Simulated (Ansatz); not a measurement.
## 5 guesses for Ge2BiO2 and where they end

All numbers below come from DFT PBE, scalar-relativistic, plane waves, PAW in Ansatz 0.2.0. Settings: cutoff 420 eV, Γ-centred meshes spaced at most about 0.3 Å⁻¹, and about 0.25 Å⁻¹ or finer for metals (2π included), Gaussian smearing. No spin polarisation in the final relaxations.

Each guess was relaxed in cell and atoms at zero pressure, within the symmetry of its start. These are static total energies at zero pressure. Coordination counts O atoms around Bi and Ge (those within 1.25 times the shortest such distance or 1.15 times the sum of covalent radii, 1.27 where that leaves under three; the shortest distance is added where it exceeds 1.18 times the sum of covalent radii; a slash parts the counts of unlike sites).

| guess | made from | start group | V start (Å³/atom) | end group | V end (Å³/atom) | coordination at the end | gap on mesh (eV) | E over the lowest end (meV/atom) |
| --- | --- | --- | --- | --- | --- | --- | --- | --- |
| 1 | random cell | P4mm | 19.5 | P4mm | 18.8 | Ge 1, Bi 4 | 0 | 49 |
| 2 | Gd2BiO2 type | I4/mmm | 17.6 | I4/mmm | 19.0 | Ge 4, Bi 8 from 4.2 Å | 0 | 0 |
| 3 | random cell | P-6m2 | 16.9 | P-6m2 | 18.7 | Ge 6 from 2.9 Å/6 from 3.0 Å, Bi 6 from 3.0 Å | 0 | 1259 |
| 4 | random cell | P6mm | 17.4 | ? | ? | ? | ? | ? |
| 5 | random cell | P-3m1 | 19.6 | P-3m1 | 18.2 | Ge 3, Bi 2 from 2.6 Å | 0 | 106 |

Guess 4 as it starts:

Space group P6mm (No. 183). a = 4.345 Å, b = 4.345 Å, c = 5.317 Å, α = 90.00°, β = 90.00°, γ = 120.00°
```json
{"atom": "Ge", "site": "2b", "symmetry": "3m.", "x": "0.3333", "y": "0.6667", "z": "0.7265"}
{"atom": "Bi", "site": "1a", "symmetry": "6mm", "x": "0.0000", "y": "0.0000", "z": "0.3369"}
{"atom": "O", "site": "2b", "symmetry": "3m.", "x": "0.3333", "y": "0.6667", "z": "0.9774"}
```

Q: Predict the end of this guess and its energy over the lowest end.

A: It ends in space group P6mm (No. 183), with a = 4.512 Å, c = 4.718 Å, 16.6 Å³/atom and no gap. It lies 176 meV/atom over the lowest end, above guess 5 and below guess 3. The shortest distance is 1.86 Å (Ge–O) in this end and 2.07 Å (Ge–O) in the lowest (guess 2). This end holds Ge–Ge nets (shortest 2.61 Å); in the lowest (guess 2) the shortest Ge–Ge distance is 3.31 Å.

```
CELL_PARAMETERS angstrom
4.51217 0.00000 0.00000
-2.25608 3.90765 0.00000
0.00000 0.00000 4.71816
ATOMIC_POSITIONS crystal
Ge 0.33333 0.66667 0.70081
Ge 0.66667 0.33333 0.70081
Bi 0.00000 0.00000 0.15170
O 0.33333 0.66667 0.09569
O 0.66667 0.33333 0.09569
```

Energies over the elements count from the elements' standard structures at the same level (O₂ as a molecule), with no fitted energy shifts.

Q: Is the lowest end bound against the elements?

A: Yes: its formation energy is −0.64 eV/atom. It lies below the elements, which doesn't yet make it stable against other compounds or structures.

Weakly bound directions are ill-defined at this level, which has no dispersion term (P4mm, P-3m1, P6mm), and this can change margins and order among such cells. These runs have no spin–orbit coupling, which can matter for Bi. In I4/mmm, P4mm, P-3m1, P6mm, P-6m2 an odd number of electrons in the primitive cell allows no gap without spin; a larger cell or a magnetic state could open one. A magnetic state wasn't ruled out in cells without spin, among them P-6m2. Cells relaxed within their symmetry can be saddle points. A lower structure may well exist outside this small set. Some types were kept out of the candidates beforehand, so the set may lack a known form.
